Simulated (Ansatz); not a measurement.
Input:

ScAl:
```cif
data_Al4Sc4
_chemical_formula_sum 'Sc4 Al4'
_space_group_name_H-M_alt 'Cmcm'
_space_group_IT_number 63
_space_group_name_Hall '-C 2c 2'
_cell_length_a 3.36026
_cell_length_b 11.04919
_cell_length_c 4.34354
_cell_angle_alpha 90.000
_cell_angle_beta 90.000
_cell_angle_gamma 90.000
loop_
_atom_site_label
_atom_site_type_symbol
_atom_site_symmetry_multiplicity
_atom_site_Wyckoff_symbol
_atom_site_fract_x
_atom_site_fract_y
_atom_site_fract_z
_atom_site_occupancy
Sc1 Sc 4 c 0.00000 0.16053 0.75000 1
Al1 Al 4 c 0.00000 0.56972 0.25000 1
```
(The calculation used a cell of 4 atoms; values per cell refer to that cell.)

This is the r²SCAN-relaxed structure.

Task: All from r²SCAN in the plane-wave PAW code Ansatz, unless another level is named. Predict the formation energy from the elements (no fitted shifts).

Result: -0.45 eV/atom.

Task: And the density of states at the Fermi level?

Result: 1.3 states/eV per atom (mean over ±0.08 eV).

The workflow started from a Materials Project entry (that database holds measured and hypothetical structures alike); the Crystallography Open Database copy checked does not list it. Whether it is the stable phase at ambient conditions was not checked. The cell was relaxed with r²SCAN under the symmetry of its start; its stability against distortions is not shown here. No spin polarisation was allowed. The references are the lowest solids computed at this level, not always the standard phases.

Potentials: the later of the program's two PAW sets.
